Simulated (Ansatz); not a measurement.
With PBE in the plane-wave PAW code Ansatz, Ag in the β-Sn type structure (I4_1/amd) relaxes to a = 5.330 Å, c = 2.783 Å.

Electronic character: metallic (no gap). Gap from PBE with spin–orbit coupling: none (metallic).

The bulk modulus is 73.4 GPa.

The start of the workflow was typed in or built on a structure type; neither database checked (COD, Materials Project) lists it. It is not the phase usual at ambient conditions (space group No. 225). Symmetry was held in the PBE relaxation; whether a distortion lowers the energy is not shown. The run is not spin-polarised. Axis ratios of metals converge slowly with the k-mesh, so a and c are less sure than the volume. Scalar-relativistic: spin–orbit coupling is off unless named, which matters more the heavier the elements.

Potentials: the earlier of the program's two PAW sets.
